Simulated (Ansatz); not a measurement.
Data:

Si3N4:
```
Si3N4
1.0
   -3.22131     3.22131     3.22131
    3.22131    -3.22131     3.22131
    3.22131     3.22131    -3.22131
N Si
8 6
Direct
  0.56247   0.56247   0.56247
  0.43753   0.50000   0.00000
  0.50000   0.00000   0.93753
  0.00000   0.43753   0.50000
  0.93753   0.50000   0.00000
  0.06247   0.06247   0.06247
  0.00000   0.93753   0.50000
  0.50000   0.00000   0.43753
  0.25000   0.12500   0.87500
  0.87500   0.25000   0.12500
  0.75000   0.37500   0.62500
  0.62500   0.75000   0.37500
  0.12500   0.87500   0.25000
  0.37500   0.62500   0.75000
```

This is the r²SCAN-relaxed structure.

### Question
All from plane-wave PAW r²SCAN (Ansatz code), unless another level is named. Estimate the band gap.

### Answer
4.74 eV (indirect).

### Question
Next, the HSE06 gap on the r²SCAN cell?

### Answer
5.51 eV.

### Question
Next, the formation energy from the elements (no fitted shifts)?

### Answer
-1.17 eV/atom.

### Question
Predict the weight of the valence-edge state by species (Voronoi cells).

### Answer
N 90 %, Si 10 %.

Space group I-43d. The workflow started from an entry of the Crystallography Open Database (COD), which files this formula under 4 space groups. It is not the phase usual at ambient conditions (space group No. 176). Symmetry was held in the r²SCAN relaxation; whether a distortion lowers the energy is not shown. The references are the lowest solids computed at this level, not always the standard phases (solids in place of the gases).

Potentials: the later of the program's two PAW sets.
